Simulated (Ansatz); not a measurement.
MgTe:
```
CELL_PARAMETERS angstrom
      4.56105     0.00000     0.00000
     -2.28052     3.94998     0.00000
      0.00000     0.00000     7.41131
ATOMIC_POSITIONS crystal
  Mg 0.66667 0.33333 0.00101
  Mg 0.33333 0.66667 0.50101
  Te 0.66667 0.33333 0.62419
  Te 0.33333 0.66667 0.12419
```

Relaxed with PBEsol. Special points in fractions of this cell's reciprocal vectors: Γ (0.000, 0.000, 0.000); M (0.500, 0.000, 0.000); K (0.333, 0.333, 0.000); A (0.000, 0.000, 0.500); L (0.500, 0.000, 0.500); H (0.333, 0.333, 0.500).

Problem. List the band energies nearest the valence-band maximum at these points for the program Ansatz at the PBEsol with spin–orbit coupling level (PAW).

Solution. In eV from the valence-band maximum; about four levels below and three above (degenerate sets whole), none deeper than 8.9 eV; points with the same levels are listed once.

```json
[
 {"k": "Γ", "below": "-0.01 -0.01 0.00 0.00", "above": "2.12 2.12 2.65 2.65"},
 {"k": "M", "below": "-1.36 -1.36 -0.66 -0.66", "above": "2.81 2.81 3.54 3.54"},
 {"k": "K", "below": "-1.82 -1.82 -1.82 -1.58 -1.49 -1.49", "above": "3.15 3.15 5.14"},
 {"k": "A", "below": "-0.29 -0.29 -0.29 -0.29", "above": "3.14 3.14 3.14 3.14"},
 {"k": "L", "below": "-0.96 -0.96 -0.96 -0.96", "above": "2.88 2.88 2.88 2.88"},
 {"k": "H", "below": "-0.96 -0.96 -0.81 -0.81", "above": "3.56 3.56 3.58 3.58"}
]
```

Space group P6_3mc (wurtzite). The PBEsol relaxation kept the symmetry of its start.

Potentials: the later of the program's two PAW sets.
